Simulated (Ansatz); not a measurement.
RuSe2 in space group Pa-3 (No. 205; Ru on 4a, Se on 8c), r²SCAN in the plane-wave PAW code Ansatz, all energies at zero smearing, with the estimated change up to a 700 eV cutoff added, with one set of potentials and settings (totals compare only within such a set). Cell of 12 atoms (4 Ru, 8 Se): -67394.140 eV.

| element | reference phase | E (eV/atom) |
|---|---|---|
| Ru | P6_3/mmc, 2 atoms in the cell | -5890.7039 |
| Se | P3_121, 3 atoms in the cell | -5478.1269 |

Formation energy per atom, worked out: (-67394.140 − 4×(-5890.7039) − 8×(-5478.1269))/12 = -0.526 eV/atom (-51 kJ per mol of atoms), at 0 K, without zero-point energy or fitted corrections.

The first step of the workflow began from a Materials Project structure, measured or hypothetical; the Crystallography Open Database files this formula in space group No. 205, but the cells were not matched. Whether it is the stable phase at ambient conditions was not checked. The cell was relaxed with r²SCAN under the symmetry of its start; its stability against distortions is not shown here. The run is not spin-polarised. The references are the lowest solids computed at this level, not always the standard phases.

Potentials: the later of the program's two PAW sets.
